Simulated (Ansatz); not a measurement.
A relaxed cell of SnO2 (P4₂/mnm (No. 136)), relaxed on a k-mesh at least as fine as the one used below. These are r2SCAN (plane waves to 500 eV, PAW, scalar-relativistic; Ansatz, a first-principles code) values and carry that method's errors. Γ-centred k-mesh 5×3×7 on the run's cell (coarser than for final values), Fermi–Dirac smearing 0.05 eV.

```
SnO2
1.0
    4.75971     0.00000     0.00000
    0.00000     9.51942     0.00000
    0.00000     0.00000     3.20097
Sn O
4 8
Direct
  0.50000   0.25000   0.50000
  0.50000   0.75000   0.50000
  0.00000   0.00000   0.00000
  0.00000   0.50000   0.00000
  0.80592   0.40296   0.50000
  0.80592   0.90296   0.50000
  0.30592   0.34704   0.00000
  0.30592   0.84704   0.00000
  0.69408   0.15296   0.00000
  0.69408   0.65296   0.00000
  0.19408   0.09704   0.50000
  0.19408   0.59704   0.50000
```

The atoms are displaced by (Å):

```csv
atom,ux,uy,uz
Sn1,0.144,-0.011,-0.049
Sn2,0.067,-0.057,0.044
Sn3,-0.005,0.006,-0.022
Sn4,0.047,0.090,-0.143
O5,-0.035,0.104,0.084
O6,0.040,-0.018,-0.020
O7,0.036,0.035,0.000
O8,-0.025,-0.069,0.077
O9,0.044,0.059,0.006
O10,-0.038,-0.067,0.121
O11,0.115,0.070,-0.078
O12,0.189,-0.144,-0.091
```

### Question
What forces (eV/Å) and pressure result?

### Answer
| atom | Fx | Fy | Fz |
|---|---|---|---|
| Sn1 | -2.49 | 2.83 | 1.22 |
| Sn2 | -1.30 | 0.90 | 1.08 |
| Sn3 | 1.86 | 0.77 | -0.14 |
| Sn4 | 1.31 | -1.94 | 2.58 |
| O5 | 0.05 | -0.44 | -1.95 |
| O6 | -0.16 | 0.15 | 0.34 |
| O7 | 0.26 | -0.63 | -0.38 |
| O8 | 0.18 | 0.09 | -0.75 |
| O9 | 1.49 | -1.58 | -1.02 |
| O10 | 1.12 | 0.43 | -1.64 |
| O11 | -1.63 | -1.75 | 0.57 |
| O12 | -0.70 | 1.19 | 0.09 |

Pressure +1.7 GPa.

### Question
Estimate the energy cost of the displacement in the harmonic approximation and compare with the calculation.

### Answer
For a harmonic well ΔE = −½ Σ F·u = 1.150 eV a cell, or 96 meV/atom. The calculated energy relative to the undisplaced cell is +98 meV/atom, so the harmonic estimate holds well.

No spin polarisation in the result.

The run that gave the undisplaced cell could not lose the symmetry of its start; a randomly shaken copy of 12 atoms returns to this structure.
